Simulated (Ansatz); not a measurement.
Below is a relaxed structure of Li2CuIrC6N6. The cell was found from a structure generator's guess, not taken from experiment.

These are results of Ansatz, DFT PBE, scalar-relativistic, plane waves, PAW, not measurements. Cutoff 420 eV, Γ-centred mesh, Gaussian smearing, no spin polarisation.

```yaml
crystal:
  lattice:
    - [0.00000, 5.37909, 5.37909]
    - [5.37909, 0.00000, 5.37909]
    - [5.37909, 5.37909, 0.00000]
  atoms:
    - { symbol: Li, position: [0.25000, 0.25000, 0.25000] }
    - { symbol: Li, position: [0.75000, 0.75000, 0.75000] }
    - { symbol: Cu, position: [0.00000, 0.00000, 0.00000] }
    - { symbol: Ir, position: [0.50000, 0.50000, 0.50000] }
    - { symbol: C, position: [0.79469, 0.20531, 0.20531] }
    - { symbol: C, position: [0.20531, 0.79469, 0.20531] }
    - { symbol: C, position: [0.20531, 0.20531, 0.79469] }
    - { symbol: C, position: [0.20531, 0.79469, 0.79469] }
    - { symbol: C, position: [0.79469, 0.20531, 0.79469] }
    - { symbol: C, position: [0.79469, 0.79469, 0.20531] }
    - { symbol: N, position: [0.68515, 0.31485, 0.31485] }
    - { symbol: N, position: [0.31485, 0.68515, 0.31485] }
    - { symbol: N, position: [0.31485, 0.31485, 0.68515] }
    - { symbol: N, position: [0.31485, 0.68515, 0.68515] }
    - { symbol: N, position: [0.68515, 0.31485, 0.68515] }
    - { symbol: N, position: [0.68515, 0.68515, 0.31485] }
```

Formation energies are uncorrected and refer to the elements' standard structures at the same level (N₂ as a molecule).

Question: What space group does it have?

Answer: Fm-3m (No. 225). Conventional cell: a = 10.758 Å. Li has 12 C at 3.83 Å and 12 N at 3.87 Å (long against covalent radii, as for large ions); Cu is surrounded by 6 C at 2.21 Å; around Ir lie 6 N at 1.99 Å; C is surrounded by 1 N at 1.18 Å, 1 Cu at 2.21 Å, 4 C at 3.12 Å, 1 Ir at 3.17 Å, 4 N at 3.74 Å and 4 Li at 3.83 Å; around N lie 1 C at 1.18 Å, 1 Ir at 1.99 Å, 4 N at 2.82 Å, 1 Cu at 3.39 Å, 4 C at 3.74 Å and 4 Li at 3.87 Å.

Question: What is its formation energy per atom?

Answer: +0.494 eV/atom. It can't be a ground state, since the elements alone are lower.

Question: Is it a metal?

Answer: No, the gap on the 6×6×6 mesh is 0.34 eV.

Question: From what recipe could a structure generator have reached it?

Answer: One such recipe: cyanide-bridged rock-salt net of two metals, 2 guest cations a cell (Fm-3m, No. 225). Other recipes can lead to the same cell.

The last run used a 6×6×6 mesh for its 16-atom cell and Gaussian smearing of 0.02 eV. These runs have no spin–orbit coupling, which can matter for Ir. Kohn–Sham gaps at this level usually fall short of measured ones. The reference form of C is held partly by dispersion forces, which this level lacks. Small gaps are read on the mesh alone, and bands can cross between its points. A structure relaxed within its symmetry needn't be a true minimum.
